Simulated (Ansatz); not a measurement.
HfN:
```xyz
2
Lattice="0.0000 2.2509 2.2509 2.2509 0.0000 2.2509 2.2509 2.2509 0.0000" Properties=species:S:1:pos:R:3 pbc="T T T"
Hf     0.0000     0.0000     0.0000
N      2.2509     2.2509     2.2509
```

Relaxed with PBEsol. Special points in fractions of this cell's reciprocal vectors: Γ (0.000, 0.000, 0.000); X (0.500, 0.000, 0.500); U (0.625, 0.250, 0.625); K (0.375, 0.375, 0.750); L (0.500, 0.500, 0.500); W (0.500, 0.250, 0.750).

### Question
List the band energies nearest the Fermi level at these points for DFT-PBEsol with spin–orbit coupling in the program Ansatz with PAW potentials.

### Answer
In eV from the Fermi level; about four levels below and three above (degenerate sets whole), none deeper than 8.9 eV; … stands for higher levels left out; points with the same levels are listed once.

```json
[
 {"k": "Γ", "below": "-0.43 -0.43 -0.43 -0.43 -0.13 -0.13", "above": "1.95 1.95 …"},
 {"k": "X", "below": "-3.64 -3.64 -3.35 -3.35", "above": "4.19 4.19 5.32 5.32"},
 {"k": "U", "below": "-4.82 -4.82 -0.78 -0.78", "above": "3.96 3.96 4.59 4.59"},
 {"k": "L", "below": "-6.22 -6.22 -6.16 -6.16", "above": "3.33 3.33 3.73 3.73"},
 {"k": "W", "below": "-5.74 -5.74 -5.13 -5.13", "above": "1.16 1.16 1.28 1.28"}
]
```

Space group Fm-3m (rock salt). The PBEsol relaxation kept the symmetry of its start. The run is not spin-polarised. With an odd number of electrons in the cell and no spin polarisation, the count alone makes it a metal.

Potentials: the earlier of the program's two PAW sets. The files were generated under PBE; for other functionals the program regenerates the frozen cores, and for LDA and PBEsol the local potential too.
